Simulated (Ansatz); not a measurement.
## Zincblende alloy of CuI and AgI (20 of 32 Cu sites exchanged), 64 atoms

Ansatz, PAW, plane waves. PBEsol relaxation of volume and atoms (shape held) at the single k point (¼, ¼, ¼) without its symmetry partners; single points on the relaxed atoms at the single k point (¼, ¼, ¼) without its symmetry partners, onto which points of the small cell's zone fold. Arrangement: unlike neighbours preferred. No spin–orbit coupling unless named.

Relaxed structure:

```
CELL_PARAMETERS angstrom
12.50466 0.00000 0.00000
0.00000 12.50466 0.00000
0.00000 0.00000 12.50466
ATOMIC_POSITIONS crystal
Ag 0.00329 0.99949 0.00359
Ag 0.99862 0.99850 0.49837
Ag 0.99825 0.50327 0.00287
Ag 0.00275 0.50252 0.49771
Ag 0.50160 0.00260 0.00445
Ag 0.49888 0.00255 0.49889
Ag 0.49925 0.49839 0.00420
Ag 0.50146 0.49850 0.49806
Ag 0.75101 0.25126 0.00481
Ag 0.75003 0.25031 0.49555
Ag 0.75871 0.75074 0.00121
Ag 0.75902 0.75043 0.50005
Ag 0.24814 0.00147 0.25467
Ag 0.24672 0.99755 0.75301
Ag 0.24720 0.49748 0.24829
Ag 0.24822 0.50279 0.74872
Ag 0.00319 0.25093 0.75154
Ag 0.50010 0.25148 0.75084
Ag 0.49975 0.75178 0.25106
Ag 0.49696 0.75158 0.75017
I 0.12343 0.13846 0.12697
I 0.13271 0.13172 0.61419
I 0.12193 0.63899 0.12718
I 0.12182 0.63923 0.62476
I 0.62575 0.12462 0.14079
I 0.63431 0.11651 0.63275
I 0.63469 0.61808 0.13228
I 0.63167 0.61941 0.62972
I 0.37617 0.35996 0.12686
I 0.36484 0.36725 0.61528
I 0.36359 0.86782 0.11694
I 0.36436 0.86762 0.61361
I 0.87758 0.37479 0.13948
I 0.86945 0.38180 0.62957
I 0.87613 0.87717 0.14089
I 0.87784 0.87583 0.64005
I 0.37686 0.13942 0.37295
I 0.36577 0.13172 0.88370
I 0.36458 0.63132 0.38195
I 0.36603 0.63203 0.88594
I 0.87704 0.12491 0.36066
I 0.86892 0.11733 0.87003
I 0.87515 0.62226 0.35893
I 0.87706 0.62379 0.85994
I 0.12173 0.36050 0.37342
I 0.13318 0.36881 0.88677
I 0.12071 0.86017 0.37295
I 0.12047 0.85987 0.87512
I 0.62447 0.37541 0.35900
I 0.63450 0.38437 0.86780
I 0.63495 0.88289 0.36883
I 0.63157 0.88103 0.87080
Cu 0.25012 0.24948 0.00788
Cu 0.24931 0.25000 0.49188
Cu 0.24165 0.74986 0.00109
Cu 0.24167 0.74968 0.49799
Cu 0.75335 0.00330 0.25068
Cu 0.75296 0.99658 0.75150
Cu 0.75270 0.49646 0.24992
Cu 0.75326 0.50325 0.74838
Cu 0.99976 0.24954 0.25020
Cu 0.99714 0.74961 0.25019
Cu 0.99913 0.74957 0.75018
Cu 0.50186 0.25023 0.24997
```

(1) What are the mean bond lengths by pair (pairs within 1.2 times the sum of covalent radii, less contacts 15 % beyond the pair's median; cation–cation pairs of compounds aside; long ionic contacts are cut short by that bound)?

(2) What gap lies between the top filled and the lowest empty level in the single points?

Answers

(1) Ag–I 2.789 ± 0.011 Å (standard deviation, 80 bonds); Cu–I 2.581 ± 0.008 Å (standard deviation, 48 bonds).

(2) r²SCAN 2.32 eV (8.9 s on NVIDIA GB200). Away from Γ this isn't the crystal's band gap.
